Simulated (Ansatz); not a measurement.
ZnSnP$_{2}$ (chalcopyrite, I-42d), the program Ansatz at the LDA level (PAW), all energies at zero smearing, with the estimated change up to a 700 eV cutoff added, with one set of potentials and settings (totals compare only within such a set). Cell of 8 atoms (2 Zn, 2 Sn, 4 P): -21156.895 eV.

```
element                reference phase  E (eV/atom)
-------  -----------------------------  -----------
Zn       P6_3/mmc, 2 atoms in the cell   -3246.2618
Sn       I4_1/amd, 2 atoms in the cell   -5879.5359
P            Cmce, 4 atoms in the cell    -725.9596
```

Formation energy per atom, worked out: (-21156.895 − 2×(-3246.2618) − 2×(-5879.5359) − 4×(-725.9596))/8 = -0.183 eV/atom (-18 kJ per mol of atoms), at 0 K, without zero-point energy or fitted corrections.

Symmetry was held in the LDA relaxation. The references are the lowest solids computed at this level, not always the standard phases. Spin–orbit coupling is left out wherever it is not named.

Potentials: the later of the program's two PAW sets.
